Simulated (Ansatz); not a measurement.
MoPt:
```xyz
2
Lattice="0.0000 2.5911 2.5911 2.5911 0.0000 2.5911 2.5911 2.5911 0.0000" Properties=species:S:1:pos:R:3 pbc="T T T"
Pt     0.0000     0.0000     0.0000
Mo     2.5911     2.5911     2.5911
```

Relaxed with PBEsol.

**Question.** Decompose the optical modes at the zone centre into irreducible representations, and say which are infrared and Raman allowed.

**Answer.** Point group m-3m: Γ_opt = T1u. Infrared: T1u. Raman: none.

**Question.** Assign frequencies (DFPT, the program Ansatz at the PBEsol level (PAW)).

**Answer.** T1u 118 cm⁻¹.

Space group Fm-3m (rock salt). The start of the workflow was typed in or built on a structure type; neither database checked (COD, Materials Project) lists it. Its standing as an ambient phase is unchecked. Symmetry was held in the PBEsol relaxation; whether a distortion lowers the energy is not shown. No spin polarisation was allowed. Its formation energy is positive at this level, so the cell may be metastable or incomplete. As this level gives no gap, phonon frequencies hold no LO–TO term and depend on the k-mesh and smearing (Fermi–Dirac, 0.1 eV here). Scalar-relativistic: spin–orbit coupling is off unless named, which matters more the heavier the elements.

Potentials: the later of the program's two PAW sets.
